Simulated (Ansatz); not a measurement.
# A plane-wave run on CaTiO5

input.yaml (Ansatz 0.2.0)

```yaml
crystal:
  lattice:
    - [2.750227, 3.131855, 3.298458]
    - [2.750227, -3.131855, 3.298458]
    - [3.098652, 0.0, -6.596916]
  atoms:
    - { symbol: Ti, position: [0.0, 0.0, 0.0] }
    - { symbol: Ti, position: [0.0, 0.0, 0.5] }
    - { symbol: O, position: [0.9096, 0.0904, 0.75] }
    - { symbol: O, position: [0.0904, 0.9096, 0.25] }
    - { symbol: O, position: [0.7118, 0.3104, 0.4691] }
    - { symbol: O, position: [0.6896, 0.2882, 0.0309] }
    - { symbol: O, position: [0.2882, 0.6896, 0.5309] }
    - { symbol: O, position: [0.3104, 0.7118, 0.9691] }
    - { symbol: O, position: [0.7505, 0.7917, 0.3818] }
    - { symbol: O, position: [0.2083, 0.2495, 0.1182] }
    - { symbol: O, position: [0.2495, 0.2083, 0.6182] }
    - { symbol: O, position: [0.7917, 0.7505, 0.8818] }
    - { symbol: Ca, position: [0.5418, 0.4582, 0.75] }
    - { symbol: Ca, position: [0.4582, 0.5418, 0.25] }
  symmetry: { tolerance: 0.0003 }
kpoints:
  mp_grid: { grid: [5, 5, 4], shift: [0, 0, 0] }
  band_path:
    path:
      - [0.0, 0.0, 0.0]
      - [-0.41191257, 0.41191257, 0.0]
      - [-0.58808743, -0.41191257, 0.0]
      - [-0.5, -0.5, 0.0]
      - [0.0, 0.0, 0.0]
      - [-0.5, -0.5, 0.5]
      - [-0.66878413, -0.33121587, 0.5]
      - [-0.33121587, 0.33121587, 0.5]
      - [0.0, 0.0, 0.5]
      - [0.0, 0.0, 0.0]
      - [-0.5, 0.0, 0.5]
    npoints: 6
magnetization:
  spin_polarized: false
scf:
  occupations: { method: fermi_dirac, width: 0.0184 }
  lower_state_search: "off"
  max_iter: 200
hamiltonian:
  pseudopotentials: { kind: paw }
  xc: pbe
basis:
  ecutwfc: 420
  fft_grid_basis: typed
output:
  forces: true
  stress: true
  eigenvalues: true
  populations: true
  elf: true
  write_potential: true
  volumetric_format: npy
  dos:
    e_range: [-12, 8]
    de: 0.05
    projected: { site_lists: { Ca: [Ca], O: [O], Ti: [Ti] } }
checkpoint:
  read: saved_state
```

The run starts from an earlier solution of this cell. 

Output (shortened):

```
Pseudopotentials: kind: paw
Pseudopotential: Ti, paw, valence charge 12, recommended cutoff 420 eV (normal), Ti.paw.azcp
Pseudopotential: O, paw, valence charge 6, recommended cutoff 420 eV (normal), O.paw.azcp
Pseudopotential: Ca, paw, valence charge 10, recommended cutoff 420 eV (normal), Ca.paw.azcp
Functional definition: PBE
  exchange = pbe_x(kappa = kappa, mu = beta*pi^2/3)
  correlation = pbe_c(beta = beta)
Crystal: 14 atoms, lattice volume = 177.663 Å³
Basis set: ecut = 420 eV, 3497 PW (Γ), exchange–correlation on 72×72×100 points (8 copies of the dense FFT grid, shifted against one another)
Bands: 66, of which v1, the nominal top of the filled ones, is band 52 counted from 1 (51 counted from 0)
Symmetry: 4 space group operations
Space group: C2/c (ITA 15), of the structure as read, at distance tolerance 1.7e-3 Å
k-points: 33 of 100
Initial density: read from a saved state, or passed on in memory by an earlier SCF of this step, an earlier step, the calling program or the single point that the run made first
Functional: x = pbe(κ = 0.804, μ = 0.2195), c = pbe(β = 0.0667)
SCF iter   1: F=—  Δρ=3.54e-3  dr2=1.00e-2  defer=2
SCF iter   2: F=—  Δρ=1.92e-3  dr2=2.02e-3  defer=9
SCF iter   3: F=—  Δρ=6.09e-4  dr2=7.93e-4  defer=9
SCF iter   4: F=—  Δρ=3.32e-4  dr2=2.20e-4  defer=9
SCF iter   5: F=—  Δρ=1.20e-4  dr2=2.60e-5  defer=9
SCF iter   6: F=—  Δρ=3.26e-5  dr2=1.74e-6  defer=9
SCF iter   7: F=—  Δρ=9.86e-6  dr2=1.45e-7  defer=9
SCF iter   8: F=-14300.3864 eV  Δρ=3.94e-6  dr2=2.13e-8
Free energy (F): -14300.3864 eV
Harris-Foulkes:  -14300.3864 eV  (|F-HF|=6.42e-9)
Internal energy: -14300.3589 eV  (E = F + TS)
E sigma→0 (E₀):  -14300.3726 eV
Entropy (-TS):   -0.0275 eV (-1.966 meV/atom)
Fermi energy:    4.1995 eV
--- Stress (GPa, compression-positive) ---
       27.5594       0.0000       3.8603
        0.0000      14.9136       0.0000
        3.8603       0.0000      20.6836
  P = ⅓ Tr σ = 21.0522 GPa (210.522 kbar)
--- Löwdin populations: 14 sites ---
  site symbol       q [e]
     0     Ti     10.7578
     1     Ti     10.7578
     2      O      6.5096
     3      O      6.5096
     4      O      6.5866
     5      O      6.5866
     6      O      6.5866
     7      O      6.5866
     8      O      6.4950
     9      O      6.4950
    10      O      6.4950
    11      O      6.4950
    12     Ca      8.2679
    13     Ca      8.2679
  spilling = 0.0058 (of n_electrons = 104.0000)
```

Origin: a known structure type with other elements, at an estimated volume, so it need not be a known compound. Caveats: many states at the Fermi level without spin polarisation, so a magnetic state may lie lower; atoms or cell far from equilibrium.
